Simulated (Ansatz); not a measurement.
# NbRu: two-dimensional strain map

All numbers below come from DFT r2SCAN, scalar-relativistic, plane waves, PAW in Ansatz 0.2.0. Settings: plane waves to 500 eV, k-mesh 16×16×14 (Γ-centred), Gaussian smearing 0.15 eV. No spin polarisation. Energies are free energies at this smearing, counted from the undisturbed cell; pressure is positive in compression.

The undisturbed cell (as given, not relaxed at this level; it stands at 9.8 GPa, and it needn't be the usual structure):

```
Nb Ru
1.0
     3.00000    0.00000    0.00000
     0.00000    3.00000    0.00000
     0.00000    0.00000    3.38000
Nb Ru
1 1
Cartesian
  0.0000 0.0000 0.0000
  1.5000 1.5000 1.6900
```

The cell is strained by p along both x and y and by q along z, fractional coordinates fixed. Points are written (p, q). At 10 GPa the given cell is far from its own equilibrium, so these figures belong to a strongly strained crystal.

Energy above the undisturbed cell in meV/atom (a dash: not computed):

```csv
p \ q,-0.050,-0.025,0.000,0.025,0.050
-0.050,492.3,360.7,260.5,190.0,144.1
-0.025,242.0,151.5,88.1,50.4,?
0.000,87.8,31.8,0.0,-9.4,2.1
0.025,14.7,-10.6,-15.2,-0.4,32.3
0.050,?,?,?,66.9,118.0
```

Question: Fill in the withheld energies.

Answer: (-0.025, 0.050): 35.9; (0.050, -0.050): 5.8; (0.050, -0.025): 11.6; (0.050, 0.000): 31.1.